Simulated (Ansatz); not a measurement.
In plane-wave PAW PBEsol (Ansatz code), CdO in the CsCl type structure (Pm-3m) relaxes to a = 2.881 Å. Cd has 8 nearest neighbours from 2.50 Å (cubic); O has 8 nearest neighbours from 2.50 Å (cubic). Against the elements it lies at -656 meV/atom, with no fitted shifts.

Electronic character: metallic (no gap). Gap from PBEsol with spin–orbit coupling: none (metallic).

An equation-of-state fit gives a bulk modulus of 151 GPa. The relaxed-ion elastic constants in GPa are C11 = 328, C12 = 62.2, C44 = -25.9. The highest mode at Γ lies at 127 cm^-1.

The start of the workflow was typed in or built on a structure type; neither database checked (COD, Materials Project) lists it. It is not the phase usual at ambient conditions (space group No. 225). Symmetry was held in the PBEsol relaxation. At this level the phase is mechanically unstable. As this level gives no gap, shear constants depend on the k-mesh and smearing (Fermi–Dirac, 0.1 eV here). As this level gives no gap, phonon frequencies hold no LO–TO term and depend on the k-mesh and smearing (Fermi–Dirac, 0.1 eV here). The references are the lowest solids computed at this level, not always the standard phases (solids in place of the gases). Scalar-relativistic: spin–orbit coupling is off unless named, which matters more the heavier the elements.

Potentials: the later of the program's two PAW sets.
